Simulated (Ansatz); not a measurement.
# Phases of Au at 170 GPa

Structure types of Au are relaxed in primitive cells with their symmetry kept at 170 GPa, on PAW files; LAPW relaxes the small cells further and takes the PAW cell for the others (marked *). The enthalpy is E + pV at zero temperature, without zero-point motion. Only the types listed were tried, and differences under about 5 meV/atom are mesh noise. The real phase may be another.

Level of theory: DFT with LDA, scalar-relativistic, in Ansatz 0.2.0; Fermi–Dirac smearing of 0.05 eV, no spin polarisation. LAPW: all electrons, basis error target 0.5 meV/atom; PAW: frozen-core files, cutoff 420 eV.

k meshes: fcc 18×18×18, bcc 19×19×19, hcp 17×17×9, diamond 14×14×14, simple hexagonal 18×18×16, dhcp 14×14×4.

Spin–orbit coupling is left out, which matters for the heavy atoms. The PAW files were made under PBE.

Problem. Which type is lowest in enthalpy, and by how much?

Solution. hcp, 2 meV/atom below fcc, which is within the noise of the k meshes. The whole table:

```tsv
start type	ends as	a, b, c (Å)	V (Å³/atom)	H − H(lowest), LAPW (meV/atom)	same, PAW
fcc	fcc, Fm-3m	3.613, 3.613, 3.613	11.79	1.8	1.8
bcc	bcc, Im-3m	2.867, 2.867, 2.867	11.78	34.4	33.9
hcp	hcp, P6_3/mmc	2.545, 2.545, 4.202	11.78	0.0	0.0
diamond	diamond, Fd-3m	5.006, 5.006, 5.006	15.68	6688.4	6681.3
simple hexagonal	simple hexagonal, P6/mmm	2.450, 2.450, 2.376	12.35	886.2	885.3
dhcp*	dhcp, P6_3/mmc	2.543, 2.543, 8.415	11.78	2.7	2.7
```
